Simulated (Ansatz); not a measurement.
TiB2 in space group P6/mmm (No. 191; Ti on 1a, B on 2d), a = 3.024 Å, b = 3.024 Å, c = 3.223 Å, α = 90.00°, β = 90.00°, γ = 120.00°.

Relaxed with r²SCAN.

**Question.** Which orbitals make up the states near the Fermi level in the program Ansatz at the r²SCAN level (PAW)?

**Answer.** Within 0.5 eV of the Fermi level: Ti 3d 83 %, B 2p 16 %. Projections are on Löwdin-orthogonalised atomic valence shells; empty p or d shells of many metals are not among them.

**Question.** Tabulate the density of states.

**Answer.** States/eV per cell of 3 atoms, in 0.25 eV bins, energy from the Fermi level.

```tsv
E (eV)	total	Ti 3d	B 2p	B 2s
-7.85	0.50	0.07	0.29	0.11
-7.60	0.51	0.07	0.30	0.10
-7.35	0.52	0.08	0.31	0.09
-7.10	0.54	0.08	0.33	0.08
-6.85	0.58	0.09	0.36	0.08
-6.60	0.64	0.10	0.41	0.08
-6.35	0.81	0.12	0.54	0.08
-6.10	0.77	0.12	0.54	0.06
-5.85	0.75	0.12	0.53	0.06
-5.60	0.98	0.17	0.69	0.06
-5.35	0.99	0.18	0.69	0.06
-5.10	1.02	0.21	0.72	0.05
-4.85	1.13	0.23	0.80	0.05
-4.60	1.20	0.25	0.86	0.04
-4.35	1.27	0.27	0.91	0.03
-4.10	1.38	0.32	0.97	0.03
-3.85	1.52	0.37	1.06	0.02
-3.60	2.04	0.59	1.36	0.02
-3.35	2.19	0.79	1.34	0.01
-3.10	1.43	0.56	0.83	0.01
-2.85	1.13	0.50	0.61	0.00
-2.60	0.87	0.45	0.40	0.00
-2.35	0.85	0.52	0.31	0.01
-2.10	0.85	0.56	0.26	0.01
-1.85	0.92	0.65	0.24	0.01
-1.60	0.85	0.62	0.21	0.01
-1.35	0.76	0.57	0.18	0.00
-1.10	0.66	0.51	0.14	0.00
-0.85	0.55	0.43	0.11	0.00
-0.60	0.40	0.32	0.07	0.00
-0.35	0.22	0.19	0.03	0.00
-0.10	0.23	0.20	0.03	0.00
0.15	0.45	0.37	0.08	0.00
0.40	0.64	0.53	0.10	0.00
0.65	0.79	0.67	0.11	0.00
0.90	0.91	0.77	0.13	0.00
1.15	1.10	0.93	0.15	0.00
1.40	1.52	1.28	0.21	0.01
1.65	1.65	1.36	0.24	0.02
1.90	1.92	1.56	0.28	0.05
2.15	2.17	1.80	0.30	0.04
2.40	2.42	2.08	0.27	0.04
2.65	2.30	1.96	0.27	0.04
2.90	3.28	2.79	0.40	0.06
3.15	2.72	2.19	0.43	0.07
3.40	1.65	1.22	0.33	0.08
3.65	1.42	0.97	0.33	0.10
3.90	1.32	0.84	0.33	0.11
4.15	1.20	0.74	0.31	0.11
4.40	1.04	0.62	0.29	0.08
4.65	1.57	0.97	0.35	0.18
4.90	0.74	0.40	0.21	0.07
```

The r²SCAN relaxation kept the symmetry of its start. The run is not spin-polarised.

Potentials: the later of the program's two PAW sets.
